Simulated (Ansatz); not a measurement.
**Relaxing HfAu2**

Method: Ansatz, DFT PBEsol, scalar-relativistic, plane waves, PAW. (420 eV cutoff, 10×10×4 k-mesh, Gaussian smearing of 0.10 eV, no spin polarisation)

What was changed: uniaxial strain along c, with a, b and atoms relaxed: +6.0 %.

Spin–orbit coupling is left out, which can shift energies with elements as heavy as these.

Input:

```yaml
crystal:
  lattice:
    - [3.4721306888, 0.0, 0.0]
    - [0.0, 3.4721306888, 0.0]
    - [0.0, 0.0, 9.1908658686]
  atoms:
    - { symbol: Hf, position: [0.0, 0.0, 0.0] }
    - { symbol: Hf, position: [0.5, 0.5, 0.5] }
    - { symbol: Au, position: [0.5, 0.5, 0.1680520129] }
    - { symbol: Au, position: [0.0, 0.0, 0.3319479871] }
    - { symbol: Au, position: [0.0, 0.0, 0.6680520129] }
    - { symbol: Au, position: [0.5, 0.5, 0.8319479871] }
basis:
  ecutwfc: 420
kpoints:
  mp_grid: { grid: [10, 10, 4] }
hamiltonian:
  xc: pbesol
scf:
  occupations: { method: gaussian, width: 0.1 }
output:
  forces: true
  stress: true
  eigenvalues: true
relax:
  adjacent_minimum: "off"
  f_tol: 0.008
  max_steps: 40
  cell: { stress_tol: 0.05, fix: [c, angles] }
```

F is the free energy. Steps run on the plane waves of an earlier cell, but the last one, and at times one on the way, on a freshly chosen basis, so a repeated geometry can differ a little in energy. The held parts of the cell keep their stress, so P needn't end at zero.

At step 2 the energy rises: a step can overshoot before the optimiser corrects it.

Steps:

| step | F − F(1) (eV) | largest force component (eV/Å) | V (Å³/atom) | P (GPa) |
| --- | --- | --- | --- | --- |
| 1 | 0.0000 | 0.017 | 18.467 | -4.82 |
| 2 | 0.0580 | 0.090 | 17.625 | 3.39 |
| 3 | -0.0114 | 0.002 | 18.237 | -2.81 |
| 4 | -0.0115 | 0.006 | 18.219 | -2.65 |
| 5 | -0.0111 | 0.006 | 18.219 | -2.64 |

Relaxed structure:

```
CELL_PARAMETERS angstrom
3.44870 0.00000 0.00000
0.00000 3.44870 0.00000
0.00000 0.00000 9.19087
ATOMIC_POSITIONS crystal
Hf 0.00000 0.00000 0.00000
Hf 0.50000 0.50000 0.50000
Au 0.50000 0.50000 0.16808
Au 0.00000 0.00000 0.33192
Au 0.00000 0.00000 0.66808
Au 0.50000 0.50000 0.83192
```

It takes space group I4/mmm (No. 139, tetragonal). The conventional cell has a = 3.449 Å, b = 3.449 Å, c = 9.191 Å, α = 90.00°, β = 90.00°, γ = 90.00°. Hf (site symmetry 4/mmm) has 10 Au at 2.89 to 3.05 Å as nearest neighbours. Around Au (site symmetry 4mm) lie 5 Au at 2.87 to 3.09 Å and 5 Hf at 2.89 to 3.05 Å.

The run converged. The run took about 70 core-seconds.